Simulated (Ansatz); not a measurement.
## Notes on NaZr2GeF11

```
CELL_PARAMETERS angstrom
7.07404 0.75914 -0.59344
-0.32706 5.29444 4.74084
-1.50457 -1.97021 5.00407
ATOMIC_POSITIONS crystal
Na 0.74151 0.78286 0.09653
Ge 0.85688 0.21168 0.15532
Zr 0.06236 0.58479 0.83906
Zr 0.47771 0.09250 0.35684
F 0.39028 0.73435 0.69773
F 0.35310 0.79233 0.12435
F 0.89967 0.98489 0.69737
F 0.49381 0.30045 0.79640
F 0.29104 0.99429 0.75361
F 0.11999 0.92347 0.38896
F 0.17579 0.31700 0.39684
F 0.88896 0.24885 0.72425
F 0.26861 0.56568 0.44921
F 0.45453 0.50558 0.28806
F 0.21735 0.24535 0.78438
```

The numbers come from plane-wave PAW DFT (Ansatz): m-r2SCAN, no spin polarisation, 500 eV, 3×3×4 Γ-centred k points, tetrahedron occupations. Nothing was relaxed.

Q: Metal or insulator?

A: Counting bands on this mesh leaves a gap of 0.06 eV, but it is narrow, so a finer mesh and a narrower smearing would have to settle it.

Q: What is the formation energy?

A: -0.78 eV an atom against the elements' usual phases (free molecules for gases, crystals otherwise, with no correction for O₂ or N₂), so it is bound against them; other compounds may still compete. Relaxing would lower it.

Q: Is the cell too large or too small?

A: The pressure is -9.5 GPa (compression positive), so with the atoms held at these fractions the cell would first shrink; the forces are large, so a full relaxation may end otherwise. The principal stresses -15.3, -9.4, -3.7 GPa differ, so its shape would change too.

Q: Where is the largest force?

A: The largest is on F15: 6.48 eV/Å, components (-2.59, -1.26, 5.80). It makes 153° with the line to a nearest neighbour, F11 at 1.95 Å, pointing away from it.

Q: Describe some of the short contacts.

A: F–F at 1.94 Å: least valence density 0.41 e/Å³ and ELF 0.05 there. Ge–F at 2.42 Å: least valence density 0.25 e/Å³ and ELF 0.19 there. Na–F at 2.76 Å: least valence density 0.04 e/Å³ and ELF 0.01 there. Both are smooth PAW fields, read partly inside the augmentation spheres.

Origin: a disordered cell, so it need not be a known compound. Caveats: empty levels are not fully converged; many states at the Fermi level without spin polarisation, so a magnetic state may lie lower; the k mesh is coarse if the cell is a metal; atoms or cell far from equilibrium; the gap is not wide against the smearing; forces and stress under tetrahedra may miss the slope of the energy; m-r2SCAN is r2SCAN with a changed spin dependence that lowers moments.
